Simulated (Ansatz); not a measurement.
This cell of GaAs (zinc blende) is off equilibrium:

```
GaAs
1.0
    0.00000     2.97125     2.79298
    2.97125     0.00000     2.79298
    2.97125     2.97125     0.00000
As Ga
1 1
Direct
  0.75000   0.75000   0.75000
  0.00000   0.00000   0.00000
```

The numbers are results of PBE (plane waves to 420 eV, PAW, scalar-relativistic; Ansatz, a quantum-chemistry and plane-wave program), not measurements. k mesh 10×10×10 (Γ-centred), Fermi-Dirac smearing 0.05 eV. E stands for the smeared free energy. Stress and pressure are positive under compression. GaAs was relaxed with its symmetry unable to fall.

Question: Give the stress tensor in GPa and the pressure.

Answer: 
```
  -3.22     0.00     0.00
   0.00    -3.22     0.00
   0.00     0.00    -0.11
```
The pressure, a third of the trace, is -2.18 GPa.

Question: It is the relaxed cell deformed to V/V₀ = 1.040, (c/a)/(c/a)₀ = 0.940, c along z, fractional positions held. What is its energy relative to the relaxed cell?

Answer: 16.8 meV/atom.

(A scan under strain: stresses follow from slopes of the energy per volume, elastic moduli from its curvatures.)
